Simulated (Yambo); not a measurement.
Ca$_{3}$SbN (anti-perovskite, space group Pm-3m, No. 221), G0W0@PBEsol in Yambo with this input:

```
rim_cut
gw0
dyson
el_el_corr
HF_and_locXC
ppa
em1d
RandQpts= 1000000
RandGvec= 1 Ry
EXXRLvcs= 84 Ry
VXCRLvcs= 336 Ry
Chimod= "HARTREE"
% BndsRnXp
 7 | 340 |
%
NGsBlkXp= 7 Ry
% LongDrXp
 1.0 | 1.0 | 1.0 |
%
PPAPntXp= 27.2114 eV
% GbndRnge
 1 | 340 |
%
GTermKind= "BG"
DysSolver= "n"
ExtendOut
```

On a 2×2×2 mesh, with wavefunctions cut at 84 Ry, the gap (Γ → Γ) is 1.088 eV and the valence edge shifts by -0.380 eV.

Q: What happens with this change: no terminator?

A: The gap falls by 0.031 eV, to 1.057 eV; the shift of the valence edge becomes -0.238 eV. Neither run is shown to be the converged limit.

The standard potential for Sb keeps a d shell in the valence without the s and p states of that shell. In tests on such compounds this moved G0W0 gaps by up to about 0.9 eV, so absolute quasiparticle energies here are unreliable; differences between settings are what counts.

Spin-orbit coupling is included.

Geometry of the Materials Project entry, not relaxed at this level; primitive cell a = b = c = 4.860 Å, α = β = γ = 90.00°.

The structure is a Materials Project entry; no match was found in the copy of COD used, and its stability was not checked.

A shift is the quasiparticle energy of the state minus its PBEsol energy.
